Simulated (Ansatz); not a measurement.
# What DFT gives for KI

```
K I
1.0
     0.00000    3.56785    3.56785
     3.56785    0.00000    3.56785
     3.56785    3.56785    0.00000
K I
1 1
Direct
  0.00000 0.00000 0.00000
  0.50000 0.50000 0.50000
```

Method: PBE, no spin polarisation; PAW, plane waves to 420 eV, 6×6×6 Γ-centred mesh, cold occupations (width 0.0323 eV) (Ansatz 0.2.0), atoms fixed.

Task: Describe some of the short contacts.

Result: K–I at 3.57 Å: least valence density 0.06 e/Å³ and ELF 0.05 there, a closed-shell (ionic or weak) contact. Both are smooth PAW fields, read partly inside the augmentation spheres.

Task: Metal or insulator? Give the gap.

Result: The gap is 3.90 eV, direct at the points sampled. A semilocal functional usually gives too small a gap.

Task: Which orbitals make up the band edges?

Result: Within 0.7 eV of the edges, the states project mainly on I p (98 %) below the gap and on K s (76 %) and I s (13 %) above it.

Task: How is the charge shared?

Result: Bader charges in e: K +0.82, I -0.82. In the mean K gives up most and I takes most.

Task: What does the stress say?

Result: The pressure is 0.2 GPa (compression positive), so with the atoms held at these fractions the cell is close to zero pressure.

Origin: a database entry at a rescaled volume. Caveats: no spin-orbit coupling, which can shift this gap by tenths of an eV.
